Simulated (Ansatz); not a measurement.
ZrSiS (space group P4/nmm)

```
CELL_PARAMETERS angstrom
      3.49800     0.00000     0.00000
      0.00000     3.49800     0.00000
      0.00000     0.00000     7.97281
ATOMIC_POSITIONS crystal
  Zr 0.00000 0.50000 0.72860
  Zr 0.50000 0.00000 0.27140
  Si 0.00000 0.00000 0.00000
  Si 0.50000 0.50000 0.00000
  S  0.50000 0.00000 0.62028
  S  0.00000 0.50000 0.37972
```

The slice is a (010) plane (indices of the conventional cell) through the point (0.500, 0.000, 0.620) (fractional), spanned by u = [100] and v = [001] in vectors of this cell: u (3.50 Å) and v (7.97 Å, at 90° to u). It covers one period; positions are fractions (u, v).

All values below come from LDA (plane waves to 420 eV, PAW, scalar-relativistic; Ansatz, an electronic-structure program). k mesh 13×13×6. Near the nuclei the fields are pseudised (PAW); where an atom keeps semicore shells as valence, they peak there. ZrSiS is run without spin polarisation. ZrSiS was relaxed with its symmetry unable to fall.

### Question
Sketch the valence electron density on this plane as a map.

### Answer
```
|%%%%##**++++**##%%|
|%%####++++++++####|
|##****++++++++****|
|****++++++++++++**|
|%%%%****++++****%%|
|@@@@%%**++++**%%@@|
|@@@@%%********%%@@|
|@@@@%%********%%@@|
|%%%%##********##%%|
|******########****|
|****############**|
|****####++++####**|
|++******++++******|
|++++**########**++|
|++++****####****++|
|++++++********++++|
|******************|
|%%####********####|
|%%%%%%********%%%%|
|  %%%%**++++**%%%%|
```
Scale: ten equal steps from -3.00 (start of ' ') to 0.62 (end of '@'), in the order ' .:-=+*#%@'. Values: log₁₀ of the valence density in e/Å³. The map has 9 points along u (two characters each, u = 0 at the left) and 20 along v (v = 0 in the bottom row). The scale is logarithmic, as a density can span decades between atoms and voids; values under 0.001 e/Å³ are set to 0.001.
